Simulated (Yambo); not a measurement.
A G0W0@PBEsol run in Yambo for BeS (zinc blende, space group F-43m, No. 216) under isotropic strain of -1.5 % on all lattice vectors (6×6×6 Γ-centred k mesh, bands 2 to 62 and a 10 Ry block in the screening, 62 bands in G with the Bruneval-Gonze terminator, plasmon pole fitted at 27.2 eV) gives these matrix elements, in eV, at the band edges (Γ → X):

```csv
state,E0,<Vxc>,<Σx>,<Σc(E0)>,Z
valence edge,0.000,-13.707,-16.638,1.432,0.798
conduction edge,2.809,-9.724,-5.410,-3.771,0.828
```

### Question
Solve the linearised quasiparticle equation for both states, give the gap, and say how exchange and correlation each act on it.

### Answer
E = E0 + Z(Σx + Σc − Vxc). Valence: 0.000 + 0.798 × (-16.638 + (1.432) − (-13.707)) = -1.20 eV. Conduction: 2.809 + 0.828 × (-5.410 + (-3.771) − (-9.724)) = 3.26 eV. The gap is 4.46 eV, against 2.81 eV in PBEsol. Replacing Vxc by bare exchange alone would open it by 7.25 eV; correlation takes back 5.20 eV of that, and Z scales what is left. Convergence of the G0W0 settings was not tested. 

Geometry strained from the cell relaxed with PBEsol, atoms relaxed again; primitive cell a = b = c = 3.371 Å, α = β = γ = 60.00°.
